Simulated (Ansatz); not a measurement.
# Mn₃IrN: strain energy, fitted

Mn₃IrN, Pm-3m, a = 3.713 Å. The structure is a COD entry; whether it is the stable form wasn't checked. Ansatz: PBEsol, PAW, 420 eV, Γ-centred 10×10×10 mesh on 5 atoms, Gaussian smearing 0.10 eV; no spin polarisation. Series: biaxial strain in the a-b plane, c and atoms relaxed; x is the strain in per cent. y is the free energy over the unstrained cell, V0 = 10.235 Å³/atom.

| x (%) | y (meV/atom) |
| --- | --- |
| -4.5 | ? |
| -3.0 | 45.10 |
| -1.5 | 10.73 |
| 0.0 | 0.00 |
| 1.5 | 9.84 |
| 3.0 | 37.71 |
| 4.5 | 81.24 |

Question: Fit y = c2 x² + c3 x³ to the other rows, turn c2 into a modulus, and predict the missing energy.

Answer: Least squares on the rows shown. y = 4.6064 x² − 0.13282 x³. In eV per unit strain² c2 is 46.06; M is the biaxial modulus (E = M V0 ε²): 46.06 × 160.2 / (10.235) = 721 GPa. At x = -4.5 the fit asked for gives 105.38 meV/atom. The run gave 106.73 meV/atom, so the fit is 1.35 meV/atom too low, 1.3 % of the span of the series, against an rms of 0.10 meV/atom on the fitted rows. The row lies outside the fitted range. With a term in x⁴ added, a fit to the same known rows predicts 106.21 meV/atom, so most of the miss is curvature that the known rows already hold.

Spin polarisation was left out, and a magnetic state may lie lower. Spin–orbit coupling is left out, which can shift energies with elements as heavy as these.

Cost: 7 runs of about 3.9 core-minutes in all, on Intel Xeon 6975P-C (Granite Rapids) (shared hosts).